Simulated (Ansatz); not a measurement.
Starting cell, GaN (wurtzite):

```
GaN
1.0
    6.36625     0.00000     0.00000
   -1.59156     2.75667     0.00000
    0.00000     0.00000     5.18363
Ga N
4 4
Direct
  0.33333   0.33333   0.00099
  0.83333   0.33333   0.00099
  0.16667   0.66667   0.50099
  0.66667   0.66667   0.50099
  0.33333   0.33333   0.62421
  0.83333   0.33333   0.62421
  0.16667   0.66667   0.12421
  0.66667   0.66667   0.12421
```

The atoms are displaced by Q × the pattern below (from a DFPT mode at M = (0.5, 0.0, 0.0), largest move 1; Q in Å), at fixed cell. (q is in reciprocal vectors of the primitive cell; the cell shown is doubled to hold the pattern.)

| atom | x | y | z |
|---|---|---|---|
| Ga1 | 0.813 | 0.470 | -0.344 |
| Ga2 | -0.813 | -0.470 | 0.344 |
| Ga3 | 0.813 | 0.470 | 0.344 |
| Ga4 | -0.813 | -0.470 | -0.344 |
| N5 | 0.131 | 0.075 | 0.159 |
| N6 | -0.131 | -0.075 | -0.159 |
| N7 | 0.131 | 0.075 | -0.159 |
| N8 | -0.131 | -0.075 | 0.159 |

Level of theory: r2SCAN (plane waves to 500 eV, PAW, scalar-relativistic; Ansatz, an electronic-structure program). k mesh 6×12×7 (Γ-centred), Fermi-Dirac smearing 0.05 eV. E stands for the smeared free energy. GaN was relaxed with its symmetry unable to fall. The zero of ΔE is the undisplaced structure.

| Q (Å) | ΔE (eV/cell) |
|---|---|
| -0.280 | 4.042 |
| -0.187 | 1.808 |
| -0.093 | 0.454 |
| 0.000 | 0.000 |
| 0.093 | 0.454 |
| 0.187 | 1.808 |
| 0.280 | 4.042 |

Which DFPT wavenumber at M = (0.5, 0.0, 0.0) belongs to this mode?
(A) 317 cm⁻¹
(B) 196 cm⁻¹
(C) 573 cm⁻¹
(D) 642 cm⁻¹

A, 317 cm⁻¹. The curvature of the scan gives 317 cm⁻¹

(For displaced atoms, the force is minus the slope of the energy, and its curvature is a force constant, which sets phonon frequencies.)
